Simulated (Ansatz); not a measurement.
Property card for GaP

GaP:
```yaml
crystal:
  lattice:
    - [3.56498, 0.00000, 0.00000]
    - [-1.78249, 3.08736, 0.00000]
    - [0.00000, 0.00000, 6.05053]
  atoms:
    - { symbol: Ga, position: [0.00000, 0.00000, 0.00000] }
    - { symbol: Ga, position: [0.00000, 0.00000, 0.50000] }
    - { symbol: P, position: [0.33333, 0.66667, 0.25000] }
    - { symbol: P, position: [0.66667, 0.33333, 0.75000] }
```

Space group P6_3/mmc (No. 194), NiAs type; conventional cell a = 3.565 Å, b = 3.565 Å, c = 6.051 Å, α = 90.00°, β = 90.00°, γ = 120.00°.

Method: the program Ansatz at the PBEsol level (PAW). The cell and atoms are relaxed at this level. Other levels are named where they apply.

**Cell and energy**

* **Volume per atom**: 16.65 Å³
* **Density**: 5.02 g/cm³
* **Formation energy from the elements (no fitted shifts)**: -0.026 eV/atom

**Electronic structure**

- Electronic character: metallic (no gap)
- Density of states at the Fermi level: 0.35 states/eV per atom (mean over ±0.08 eV)
- Gap with spin–orbit coupling: none (metallic)

**Mechanics**

Bulk modulus (Birch–Murnaghan fit): 96.2 GPa
Pressure derivative B′: 4.6
Elastic constants (relaxed ions, GPa): C11 = 137, C12 = 75.0, C13 = 67.0, C33 = 180, C44 = 30.6
Mechanical stability: stable (all eigenvalues of C positive)
Hill bulk and shear moduli: 96.5 and 34.1 GPa
Young's modulus: 91.6 GPa
Poisson's ratio: 0.34
Debye temperature from the elastic constants: 341 K

**Phonons**

- Highest zone-centre frequency: 262 cm⁻¹
- Zone-centre stability: no imaginary mode at Γ

The cell is a constructed one: a structure type filled with these elements; neither database checked (COD, Materials Project) lists it. It is not the phase usual at ambient conditions (space group No. 216). Symmetry was held in the PBEsol relaxation. As this level gives no gap, shear constants depend on the k-mesh and smearing (Fermi–Dirac, 0.1 eV here). As this level gives no gap, phonon frequencies hold no LO–TO term and depend on the k-mesh and smearing (Fermi–Dirac, 0.1 eV here). On the denser mesh and wider smearing of the elastic run this cell carries a stress of 0.4 GPa. The references are the lowest solids computed at this level, not always the standard phases. Scalar-relativistic: spin–orbit coupling is off unless named, which matters more the heavier the elements.

Potentials: the earlier of the program's two PAW sets. The files were generated under PBE; for other functionals the program regenerates the frozen cores, and for LDA and PBEsol the local potential too.
